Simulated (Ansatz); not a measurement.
Ansatz (a quantum-chemistry and plane-wave program) input:

Ansatz 0.2 input:
```yaml
crystal:
  lattice:
    - [0.0, 2.040824254, 2.040824254]
    - [2.040824254, 0.0, 2.040824254]
    - [2.040824254, 2.040824254, 0.0]
  atoms:
    - { symbol: Au, position: [0.0, 0.0, 0.0] }
kpoints:
  mp_grid: { grid: [13, 13, 13] }
  band_path:
    path:
      - [[0.0, 0.0, 0.0], [0.5, 0.0, 0.5], [0.625, 0.25, 0.625]]  # Γ-X-U
      - [[0.375, 0.375, 0.75], [0.0, 0.0, 0.0], [0.5, 0.5, 0.5], [0.5, 0.25, 0.75], [0.5, 0.0, 0.5]]  # K-Γ-L-W-X
    npoints: 12
basis: { xc_grid: 2 }
hamiltonian:
  xc: pbesol
  pseudopotentials: { azcp: { folder: ./paw }, kind: paw_fr }
magnetization: { noncollinear: true, spin_orbit: true }
scf:
  n_extra_bands: 13
  convergence: { dr2_threshold: 0.0000000001 }
  occupations: { method: gaussian, width: 0.05 }
output: { eigenvalues: true }
```

Output (shortened):

```
Pseudopotentials: kind: paw_fr
Pseudopotential: Au, paw, valence charge 19
Functional definition: PBEsol
non-collinear run that drives no moment, with spin-orbit …
Crystal: 1 atoms, lattice volume = 17.000 Å³
Basis set: ecut = 420 eV, 331 PW (Γ), exchange–correlation on 40×40×40 points (8 copies of the dense FFT grid, shifted against one another)
Bands: 32, of which v1, the nominal top of the filled ones, is band 19 counted from 1 (18 counted from 0)
Symmetry: 48 space group operations + 48 with time reversal
k-points: 84 of 2197
Projection manifold: j_resolved (fully-relativistic pseudo-atomic orbitals)
PAW frozen core: Au, regenerated for the run's functional, and the local potential with it
Initial density: superposition of atomic densities (chi_scale 0.1, normalization cell)
Initial wavefunctions: pseudopotential atomic-orbital guess
Eigensolver: davidson
Functional: x = pbesol(κ = 0.804, μ = 0.12345679012345678), c = pbesol(β = 0.046)
SCF iter   1: F=—  HF=-13046.074612 eV  |F-HF|=—  |Δ(HF+E_count)|=         —  Δρ=8.34e-2  dr2=1.30e0  dr2_m=0.00e0 (ungated)  ethr=3.10e-3  |M|=0.00e0 ∫|m|=0.00e0 μB  |m|>n=0.0e0 m-floor=0.0e0 τ_xc=0.0e0  β_m=0.30  ⟨swp⟩=5.5  Hψ=5886  notcnv=0  defer=150
all-band conjugate gradients solve this SCF's bands
preconditioner: auto → none
SCF iter   2: F=—  HF=-13045.844971 eV  |F-HF|=—  |Δ(HF+E_count)|=   2.30e-1  Δρ=5.48e-2  dr2=5.69e-1  dr2_m=0.00e0 (ungated)  ethr=3.10e-3  |M|=0.00e0 ∫|m|=0.00e0 μB  |m|>n=0.0e0 m-floor=0.0e0 τ_xc=0.0e0  β_m=0.57  ⟨swp⟩=2.0  Hψ=1951  notcnv=0  defer=518
SCF iter   3: F=—  HF=-13045.666508 eV  |F-HF|=—  |Δ(HF+E_count)|=   1.78e-1  Δρ=7.58e-3  dr2=4.00e-3  dr2_m=0.00e0 (ungated)  ethr=3.00e-3  |M|=0.00e0 ∫|m|=0.00e0 μB  |m|>n=0.0e0 m-floor=0.0e0 τ_xc=0.0e0  β_m=0.76  ⟨swp⟩=2.0  Hψ=1788  notcnv=0  defer=518
SCF iter   4: F=—  HF=-13045.668683 eV  |F-HF|=—  |Δ(HF+E_count)|=   2.18e-3  Δρ=4.39e-4  dr2=1.85e-5  dr2_m=0.00e0 (ungated)  ethr=2.10e-5  |M|=0.00e0 ∫|m|=0.00e0 μB  |m|>n=0.0e0 m-floor=0.0e0 τ_xc=0.0e0  β_m=0.87  ⟨swp⟩=2.1  Hψ=2644  notcnv=0  defer=518
SCF iter   5: F=—  HF=-13045.668694 eV  |F-HF|=—  |Δ(HF+E_count)|=   1.10e-5  Δρ=2.47e-4  dr2=9.51e-6  dr2_m=0.00e0 (ungated)  ethr=9.74e-8  |M|=0.00e0 ∫|m|=0.00e0 μB  |m|>n=0.0e0 m-floor=0.0e0 τ_xc=0.0e0  β_m=0.87  ⟨swp⟩=2.1  Hψ=1862  notcnv=0  defer=518
SCF iter   6: F=—  HF=-13045.668690 eV  |F-HF|=—  |Δ(HF+E_count)|=   4.89e-6  Δρ=8.24e-5  dr2=1.07e-6  dr2_m=0.00e0 (ungated)  ethr=5.01e-8  |M|=0.00e0 ∫|m|=0.00e0 μB  |m|>n=0.0e0 m-floor=0.0e0 τ_xc=0.0e0  β_m=0.94  ⟨swp⟩=2.3  Hψ=1551  notcnv=0  defer=518
SCF iter   7: F=—  HF=-13045.668685 eV  |F-HF|=—  |Δ(HF+E_count)|=   4.85e-6  Δρ=1.85e-5  dr2=5.42e-8  dr2_m=0.00e0 (ungated)  ethr=5.64e-9  |M|=0.00e0 ∫|m|=0.00e0 μB  |m|>n=0.0e0 m-floor=0.0e0 τ_xc=0.0e0  β_m=0.97  ⟨swp⟩=2.6  Hψ=1656  notcnv=0  defer=518
SCF iter   8: F=—  HF=-13045.668685 eV  |F-HF|=—  |Δ(HF+E_count)|=   1.22e-8  Δρ=2.15e-6  dr2=7.25e-10  dr2_m=0.00e0 (ungated)  ethr=2.85e-10  |M|=0.00e0 ∫|m|=0.00e0 μB  |m|>n=0.0e0 m-floor=0.0e0 τ_xc=0.0e0  β_m=0.98  ⟨swp⟩=2.5  Hψ=1649  notcnv=0  defer=518
SCF iter   9: F=-13045.668685 eV  HF=-13045.668685 eV  |F-HF|=1.09e-11  |Δ(HF+E_count)|=  1.76e-10  Δρ=1.35e-7  dr2=2.28e-12  dr2_m=0.00e0 (ungated)  ethr=1.00e-12  |M|=0.00e0 ∫|m|=0.00e0 μB  |m|>n=0.0e0 m-floor=0.0e0 τ_xc=0.0e0  ⟨swp⟩=8.4  Hψ=5247  notcnv=0
SCF 1 converged in 9 iterations: F = -13045.668685 eV  dr2 = 2.28e-12
NSCF: frozen V_eff on 74 k-points
SCF converged after 9 iterations
Magnetization: |M| = 0.0000 μB,  M = (+0.0000, +0.0000, +0.0000) μB
Absolute magnetization: 0.0000 μB (∫|m|)
  site 0: m = (+0.0000, +0.0000, +0.0000) μB, |m| = 0.0000 μB  (R = 1.19 Å)
Free energy (F): -13045.668685 eV
Harris-Foulkes:  -13045.668685 eV  (|F-HF|=1.09e-11)
Internal energy: -13045.668174 eV  (E = F + TS)
E sigma→0 (E₀):  -13045.668430 eV
Entropy (-TS):   -0.000510 eV (-0.510 meV/atom)
Fermi energy:    20.557316 eV
--- Per-component energies (eV) ---
  E_band       = -217.572224
  E_kinetic    = 573.309669
  E_local      = -1694.748903  (includes V_loc(G=0)·N_el)
  E_nonlocal   = 96.650444
  E_hartree    = 730.605329
  E_xc         = -212.725595
  E_vxc        = -259.295690  (∫ρ·V_xc dr)
  E_paw        = -9619.499814  (= ΣΔE_a)
  E_vpaw       = -394.699560  (= ΣTr[D̂ρ^β])
  E_aug_tail   = 0.001240  (compensation charges beyond the density's cutoff)
  E_ewald      = -2919.575287
  E_core_change = 0.314743  (= ΣΔE_core)
  E_smearing   = -0.000510  (= −TS)
  E_closure    =  0.000000  (closes the sum)
  Σ components = -13045.668685   (vs F -13045.668685, Δ=0.00e0)
  [band-id]    e_kinetic+e_local+e_nonlocal+2·e_hartree+e_vxc+e_vpaw+e_augmentation_tail = -217.572142   (vs E_band -217.572224, Δ=8.17e-5)
--- Band table (eV; the first three rows and the last of 84) ---
  k-point 0: bands = ["-84.9718", "-84.9718", "-48.6021", "-48.6021", "-31.9164", "-31.9164", "-31.9164", "-31.9164", "10.5021", "10.5021", "15.1418", "15.1418", "15.1418", "15.1418", "16.3369", "16.3369", "17.5679", "17.5679", "17.5679", "17.5679", "34.8851", "34.8851", "38.0249", "38.0249", "39.1187", "39.1187", "39.1187", "39.1187", "43.7954", "43.7954", "46.9718", "46.9718"]
  k-point 1: bands = ["-84.9711", "-84.9711", "-48.6046", "-48.6046", "-31.9289", "-31.9289", "-31.9190", "-31.9190", "10.7078", "10.7078", "15.1415", "15.1415", "15.1739", "15.1739", "16.3690", "16.3690", "17.5027", "17.5027", "17.5799", "17.5799", "35.1210", "35.1210", "37.3371", "37.3371", "38.8057", "38.8057", "39.3621", "39.3621", "44.3160", "44.3160", "45.9327", "45.9327"]
  k-point 2: bands = ["-84.9692", "-84.9692", "-48.6116", "-48.6116", "-31.9634", "-31.9634", "-31.9261", "-31.9261", "11.2894", "11.2894", "15.1290", "15.1290", "15.2344", "15.2344", "16.5015", "16.5015", "17.3533", "17.3533", "17.6568", "17.6568", "34.8239", "34.8239", "35.9474", "35.9474", "39.1841", "39.1841", "40.0189", "40.0189", "42.6972", "42.6972", "45.0204", "45.0204"]
  k-point 83: bands = ["-84.9559", "-84.9559", "-48.6601", "-48.6601", "-32.1171", "-32.1171", "-32.0569", "-32.0569", "14.2822", "14.2822", "14.7698", "14.7698", "15.4726", "15.4726", "17.3566", "17.3566", "18.8450", "18.8450", "24.4735", "24.4735", "26.3087", "26.3087", "27.5015", "27.5015", "30.2906", "30.2906", "42.4600", "42.4600", "42.5977", "42.5977", "45.2475", "45.2475"]
  band table: 32 of 32 bands, residual norms ≤ 1.0e-3 eV
```

Cost: roughly 7 core-seconds on shared cores.

Space group Fm-3m (fcc (Cu type)). The PBEsol relaxation kept the symmetry of its start; phonons on a q-mesh show no instability.

Potentials: the earlier of the program's two PAW sets.

Ansatz is a plane-wave DFT program.
